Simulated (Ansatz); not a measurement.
Zn (hcp, Mg type)

```yaml
crystal:
  lattice:
    - [5.24440, 0.00000, 0.00000]
    - [-1.31110, 2.27089, 0.00000]
    - [0.00000, 0.00000, 5.19319]
  atoms:
    - { symbol: Zn, position: [0.16667, 0.66667, 0.75000] }
    - { symbol: Zn, position: [0.66667, 0.66667, 0.75000] }
    - { symbol: Zn, position: [0.33333, 0.33333, 0.25000] }
    - { symbol: Zn, position: [0.83333, 0.33333, 0.25000] }
```

The atoms are displaced by Q × the pattern below (from a DFPT mode at M = (0.5, 0.0, 0.0), largest move 1; Q in Å), at fixed cell. (q is in reciprocal vectors of the primitive cell; the cell shown is doubled to hold the pattern.)

```json
[
 {"atom": "Zn1", "x": "0.000", "y": "0.000", "z": "-1.000"},
 {"atom": "Zn2", "x": "0.000", "y": "0.000", "z": "1.000"},
 {"atom": "Zn3", "x": "0.000", "y": "0.000", "z": "1.000"},
 {"atom": "Zn4", "x": "0.000", "y": "0.000", "z": "-1.000"}
]
```

All values below come from PBE (plane waves to 420 eV, PAW, scalar-relativistic; Ansatz, a program for electronic structure). k mesh 10×20×9 (Γ-centred), Fermi-Dirac smearing 0.05 eV. The energy includes the smearing's −TS. With partly filled bands, energies and forces of such displacements shift with the k mesh and the smearing. The PAW data are Ansatz's earlier set. Zn was relaxed with its symmetry unable to fall. The zero of ΔE is the undisplaced structure.

Successive frames, forces in eV/Å:

```tsv
frame	ΔE (meV/cell)	F on Zn1	F on Zn2	F on Zn3	F on Zn4
Q = -0.047 Å	2	(-0.003, -0.002, -0.026)	(-0.003, -0.002, 0.026)	(0.003, 0.002, 0.026)	(0.003, 0.002, -0.026)
Q = -0.093 Å	10	(-0.013, -0.008, -0.064)	(-0.013, -0.008, 0.064)	(0.013, 0.008, 0.064)	(0.013, 0.008, -0.064)
Q = -0.140 Å	28	(-0.033, -0.019, -0.129)	(-0.033, -0.019, 0.129)	(0.033, 0.019, 0.129)	(0.033, 0.019, -0.129)
Q = -0.187 Å	61	(-0.065, -0.037, -0.227)	(-0.065, -0.037, 0.227)	(0.065, 0.037, 0.227)	(0.065, 0.037, -0.227)
```

Problem. What are the energy and the forces in the next frame, Q = -0.233 Å?

Solution. ΔE (meV/cell) = 116.

| atom | Fx | Fy | Fz |
|---|---|---|---|
| Zn1 | -0.115 | -0.066 | -0.378 |
| Zn2 | -0.115 | -0.066 | 0.378 |
| Zn3 | 0.115 | 0.066 | 0.378 |
| Zn4 | 0.115 | 0.066 | -0.378 |

(For displaced atoms, the force is minus the slope of the energy, and its curvature is a force constant, which sets phonon frequencies.)
